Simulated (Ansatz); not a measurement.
CoSi (FeSi type, space group P2_13)

```
CELL_PARAMETERS angstrom
      4.38307     0.00000     0.00000
      0.00000     4.38307     0.00000
      0.00000     0.00000     4.38307
ATOMIC_POSITIONS crystal
  Co 0.14563 0.14563 0.14563
  Co 0.64563 0.35437 0.85437
  Co 0.85437 0.64563 0.35437
  Co 0.35437 0.85437 0.64563
  Si 0.84366 0.84366 0.84366
  Si 0.34366 0.65634 0.15634
  Si 0.15634 0.34366 0.65634
  Si 0.65634 0.15634 0.34366
```

Equation-of-state scan: isotropic scaling of the cell above, V₀ being its volume. The atoms relax within the cell's symmetry.

All values below come from r2SCAN (plane waves to 500 eV, PAW, scalar-relativistic; Ansatz, a first-principles code). k mesh 11×11×11 (Γ-centred), Fermi-Dirac smearing 0.05 eV. Energies are smeared free energies. Stress and pressure are positive under compression. At this level the bands of CoSi touch or barely overlap. CoSi is run without spin polarisation. CoSi was relaxed with its symmetry unable to fall. The zero of ΔE is the relaxed starting cell. The last digit holds for this mesh only.

```
V (Å³/atom)  ΔE (meV/atom)
-----------  -------------
9.473                 98.4
9.648                 66.0
9.824                 40.8
9.999                 22.2
10.175                 9.5
10.350                 2.3
10.526                 0.0
10.701                 2.2
10.876            withheld
11.052                18.3
11.227                31.6
11.403                47.7
11.578                66.6
```

Fit a third-order Birch-Murnaghan form (E₀, V₀, B₀, B₀′ free) to the given rows and predict ΔE at V = 10.876.

Least squares on the 12 given rows: ΔE = E₀ + (9V₀B₀/16)·y²·[2 + (B₀′ − 4)y], y = (V₀/V)^(2/3) − 1, with V₀ = 10.525 Å³/atom, B₀ = 244.0 GPa (160.2 GPa = 1 eV/Å³; the term in eV is multiplied by 1000), B₀′ = 4.86, E₀ = 0.05 meV/atom; root-mean-square residual 0.05 meV/atom. At 10.876 the fit gives 8.4 meV/atom; the calculation gives 8.4 meV/atom, the same to the digits shown. For the pressure the fit gives -7.4 GPa against the computed -7.4 GPa.

(Under strain, the slope of the energy per volume gives the stress and its curvature an elastic modulus.)
